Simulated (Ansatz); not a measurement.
Theory: DFT PBE, scalar-relativistic, plane waves, PAW (Ansatz 0.2.0). All cells share a 420 eV cutoff and Γ-centred k meshes spaced at most about 0.3 Å⁻¹ (about 0.25 or finer for metals, 2π included). No spin polarisation in the final relaxations.

All energies are static (0 K, no zero-point motion).

Compare these two cells of Sn2F, each relaxed at this level.

1.

Space group Fm-3m (No. 225). a = 6.509 Å, b = 6.509 Å, c = 6.509 Å, α = 90.00°, β = 90.00°, γ = 90.00°
| atom | site | symmetry | x | y | z |
| --- | --- | --- | --- | --- | --- |
| Sn | 8c | -43m | 0.2500 | 0.7500 | 0.7500 |
| F | 4b | m-3m | 0.5000 | 0.0000 | 0.0000 |

2.

Space group P-3m1 (No. 164). a = 4.737 Å, b = 4.737 Å, c = 3.296 Å, α = 90.00°, β = 90.00°, γ = 120.00°
```csv
atom,site,symmetry,x,y,z
Sn,2d,3m.,0.3333,0.6667,0.2329
F,1a,-3m.,0.0000,0.0000,0.0000
```

Problem. Which form is favoured at zero pressure, and by what margin per atom?

Solution. Cell 2 is lower, by 261 meV/atom. Cell 1 has the anti-fluorite type, space group Fm-3m (No. 225), 23.0 Å³/atom and no gap on its mesh; cell 2 has space group P-3m1 (No. 164), 21.4 Å³/atom and no gap. Counting F atoms around Sn (those within 1.25 times the shortest such distance or 1.15 times the sum of covalent radii, 1.27 where that leaves under three; the shortest distance is added where it exceeds 1.18 times the sum of covalent radii), cell 1 has Sn 4 from 2.8 Å and cell 2 has Sn 3 from 2.8 Å. The denser one is the lower, and pressure would at first widen the difference. In cell 1, Sn has 4 F at 2.82 Å and 6 Sn at 3.25 Å; F has 8 Sn at 2.82 Å (long against covalent radii, as for large ions). In cell 2, around Sn lie 3 F at 2.84 Å, 8 Sn at 3.14–3.30 Å and 3 F at 3.72 Å; around F lie 6 Sn at 2.84 Å, 2 F at 3.30 Å and 6 Sn at 3.72 Å (long against covalent radii, as for large ions). Both come from invented guesses. A third cell relaxed alike, in P6_3/mmc, lies 12 meV/atom below the lower of the two.

In Fm-3m, P-3m1 an odd number of electrons in the primitive cell allows no gap without spin; a larger cell or a magnetic state could open one. A magnetic state wasn't ruled out in cells without spin, among them Fm-3m. Cells relaxed within their symmetry can be saddle points.
